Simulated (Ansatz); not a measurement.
BP (zinc blende), conventional cell a = b = c = 4.536 Å, α = β = γ = 90.00°. The calculation uses the primitive cell of 2 atoms, to which meshes and values per cell refer.

This relaxed cell (volume V₀) is scaled evenly in all directions, its shape held. Symmetry pins the atoms to their sites.

Level of theory: r2SCAN (plane waves to 500 eV, PAW, scalar-relativistic; Ansatz, a quantum-chemistry and plane-wave program). k mesh 12×12×12 (Γ-centred), Fermi-Dirac smearing 0.05 eV. Energies are smeared free energies. BP was relaxed with its symmetry unable to fall. The PAW data are Ansatz's earlier set. ΔE is measured from the relaxed starting cell.

| V (Å³/atom) | ΔE (meV/atom) |
|---|---|
| 10.502 | 72.7 |
| 10.794 | 39.2 |
| 11.086 | 16.7 |
| 11.378 | 4.0 |
| 11.669 | 0.0 |
| 11.961 | 3.7 |
| 12.253 | 14.3 |
| 12.544 | 30.9 |
| 12.836 | 53.0 |

Question: What is the fitted pressure derivative B₀′?

Answer: 3.8.

Question: What bulk modulus B₀ follows from a third-order Birch-Murnaghan fit?

Answer: 169 GPa. Check by three points about V = 11.669 Å³/atom, step 0.292: d²E/dV² ≈ (4.0 − 2·0.0 + 3.7) meV / 0.292² = 0.0905 eV/Å⁶, and V·d²E/dV² × 160.2 = 169 GPa.

(A scan under strain: stresses follow from slopes of the energy per volume, elastic moduli from its curvatures.)
